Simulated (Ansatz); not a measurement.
TiSb: pressure against volume

TiSb, P6_3/mmc, a = 4.054 Å, c = 6.190 Å. The structure is a COD entry; whether it is the stable form wasn't checked. Ansatz: r2SCAN, PAW, 500 eV, Γ-centred 12×12×8 mesh on 4 atoms, Gaussian smearing 0.10 eV; no spin polarisation. Shape and atoms are relaxed at each volume; pressure is positive in compression.

| V (Å³/atom) | P (GPa) |
| --- | --- |
| 19.380 | 15.89 |
| 20.040 | 10.93 |
| 20.701 | ? |
| 21.362 | 3.07 |
| 22.022 | -0.02 |
| 22.683 | -2.66 |
| 23.344 | -4.93 |
| 24.225 | -7.45 |

Question: Take V0 = 22.022 Å³/atom, count pressures from its P0 = -0.02 GPa, fit the third-order Birch–Murnaghan form to the other rows, and predict the missing pressure.

Answer: With the Eulerian strain f = ½[(V0/V)^(2/3) − 1] and y = (P − P0)/[3f(1 + 2f)^(5/2)], the form is the line y = B0 + 1.5 B0 (B0′ − 4) f. Rows (f, y): 0.04447, 96.4; 0.03245, 96.1; 0.01025, 95.5; -0.00976, 94.7; -0.01906, 94.6; -0.03079, 94.3. Means f = 0.004593, y = 95.267; Σ(Δf)² = 0.004416, ΣΔfΔy = 0.1278; the slope is their ratio. y = 95.13 + 28.95 f GPa, so B0 = 95.1 GPa and B0′ = 4 + 2 × (28.95)/(3 × 95.13) = 4.20. At V = 20.701, f = 0.02105, y = 95.74 and P = 6.68 GPa. The run gave 6.70 GPa, so the fit is 0.02 GPa too low, a small miss on the scale of the series.

Cost: 8 runs of about 13 core-minutes in all, on Arm Neoverse V2 (shared hosts).